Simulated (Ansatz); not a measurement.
## All-electron DFT: Mn2W

This is Mn2W placed on the sites of the fluorite structure (a generated, not necessarily known, phase), then sheared and rattled.

PBE on LAPW, all electrons: scalar-relativistic, point nucleus (Ansatz). 2×2×2 (half-step shift) k-points (coarse, not zone-converged), Fermi–Dirac occupations at kT = 0.15 eV. For a metal, stress, forces and moments on so few k-points can be far from the converged ones. On this fcc-type cell the shift lowers the mesh's symmetry. No spin polarisation. So it leaves out the moments that atoms of Mn often carry. Atoms are numbered as listed.

```
CELL_PARAMETERS angstrom
-3.07644 0.14987 3.27263
-0.17987 3.09690 3.24262
-3.20641 3.25687 0.01990
ATOMIC_POSITIONS crystal
W 0.22141 0.95072 0.56331
Mn 0.44303 0.19179 0.81294
Mn 0.98904 0.59998 0.31755
```

Forces (eV/Å): W1 (-0.222, -1.060, -0.659); Mn2 (-0.603, 0.743, 0.602); Mn3 (0.825, 0.317, 0.057).

Stress xx yy zz yz xz xy in GPa, positive in compression: -25.55 -24.07 -26.93 0.92 2.97 3.69.

| Item | Value |
| --- | --- |
| All-electron E − TS, for this scheme | -502321.256 eV |
| Pressure | -25.51 GPa |
| Largest force | 1.268 eV/Å |

Problem. Repeat with PBE (spin-polarised). Spin-polarised from the start moments -4, 5, 5 μB (atoms as listed), with no search for lower states.

Solution. Against PBE without spin, the pressure increases by 11.06 GPa to -14.45 GPa, and the forces move by 0.966 eV/Å (r.m.s. over the atoms). The free energy falls by 415.9 meV an atom. The total moment is 4.26 μB and the absolute moment is 7.57 μB.

```tsv
atom	Fx (eV/Å)	Fy (eV/Å)	Fz (eV/Å)
W1	-0.485	-1.055	-0.790
Mn2	-0.490	-0.235	0.049
Mn3	0.974	1.291	0.741
```
